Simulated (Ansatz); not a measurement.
TiAl₃:
```
TiAl3
1.0
   -1.88943     1.88943     4.24235
    1.88943    -1.88943     4.24235
    1.88943     1.88943    -4.24235
Al Ti
3 1
Direct
  0.50000   0.50000   0.00000
  0.75000   0.25000   0.50000
  0.25000   0.75000   0.50000
  0.00000   0.00000   0.00000
```

Relaxed with LDA. Special points in fractions of this cell's reciprocal vectors: Γ (0.000, 0.000, 0.000); X (0.000, 0.000, 0.500); P (0.250, 0.250, 0.250); N (0.000, 0.500, 0.000); M (0.500, 0.500, -0.500); S (0.300, 0.700, -0.300); S0 (-0.300, 0.300, 0.300); R (-0.099, 0.099, 0.500); G (0.500, 0.500, -0.099).

**Question.** List the band energies nearest the Fermi level at these points for plane-wave PAW LDA (Ansatz code).

**Answer.** In eV from the Fermi level; about four levels below and three above (degenerate sets whole), none deeper than 8.9 eV; points with the same levels are listed once.

| k | below | above |
|---|---|---|
| Γ | -2.63 -1.47 -1.24 -1.24 | 0.87 1.86 1.86 |
| X | -3.79 -2.65 -2.21 -1.02 | 1.84 2.00 2.78 |
| P | -4.30 -1.83 -1.83 -1.14 | 0.91 1.84 2.00 |
| N | -3.66 -2.93 -1.07 -0.29 | 0.52 1.86 2.18 |
| M | -2.05 -0.86 -0.86 -0.24 | 0.71 0.71 0.99 |
| S | -5.61 -1.07 -0.79 -0.62 | 0.58 1.65 2.22 |
| R | -3.60 -2.24 -1.37 -0.90 | 1.74 1.98 2.28 |

Space group I4/mmm. The LDA relaxation kept the symmetry of its start; of distortions, only those at the zone centre were tested. The run is not spin-polarised.

Potentials: the later of the program's two PAW sets.
